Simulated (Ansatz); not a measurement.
According to plane-wave PAW PBE (Ansatz code), W in the trigonal phase (R-3m; Pearson symbol hR13) relaxes to a = 5.187 Å, c = 28.004 Å.

Electronic character: metallic (no gap).

The start of the workflow was typed in or built on a structure type; neither database checked (COD, Materials Project) lists it. It is not the phase usual at ambient conditions (space group No. 229). The cell was relaxed with PBE under the symmetry of its start; whether a distortion lowers the energy is not shown. No spin polarisation was allowed. Axis ratios of metals converge slowly with the k-mesh, so a and c are less sure than the volume. Spin–orbit coupling is left out wherever it is not named.

Potentials: the earlier of the program's two PAW sets.
